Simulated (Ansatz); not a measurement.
Consider the following.

A bilayer cut from bulk SnO (litharge type, space group P4/nmm), in the bulk's stacking and in-plane cell, with 15 Å of vacuum. The upper layer (atoms 5 to 8) slides over the lower.

```xyz
8
Lattice="3.8371 0.0000 0.0000 0.0000 3.8371 0.0000 0.0000 0.0000 22.0755" Properties=species:S:1:pos:R:3 pbc="T T T"
Sn     0.0000     1.9185     7.4684
O      0.0000     0.0000     8.6378
O      1.9185     1.9185     8.6378
Sn     1.9185     0.0000     9.8047
Sn     0.0000     1.9185    12.2707
O      0.0000     0.0000    13.4377
O      1.9185     1.9185    13.4377
Sn     1.9185     0.0000    14.6071
```

In-plane vectors a = (3.837, 0.000) Å, b = (0.000, 3.837) Å, area 14.72 Å². The shift is s times the vector a (length 3.837 Å), so s = 1 restores the start. Atoms relax along the normal only. γ = [E(shift) − E(0)] / area.

Level of theory: PBE-D3(BJ) (plane waves to 420 eV, PAW, scalar-relativistic; Ansatz, a program for electronic structure). k mesh 12×12×1 (Γ-centred), Fermi-Dirac smearing 0.05 eV. E is the zero-smearing estimate. At this level the bands of SnO touch or barely overlap; measurements give the solid a gap. SnO was relaxed with its symmetry unable to fall. The zero of γ is zero shift.

The scan covers s from 0.000 to 0.917 in 12 points.

Question: At which s is γ highest?

Answer: s = 0.500.

Question: Does γ have a local minimum between the ends of the line, and at which s?

Answer: No computed point is one.

Question: By how much does the gap between the layers widen from the lowest to the highest stacking on this line?

Answer: 1.1 Å.

Question: What is the highest γ among twelve even steps of s?

Answer: 318 mJ/m².

Question: Which atoms are eclipsed at s = 0.500?

Answer: O above Sn, Sn above O.

(The slope of γ gives the shear force per area between the displaced halves; near zero shift its curvature is an elastic stiffness.)
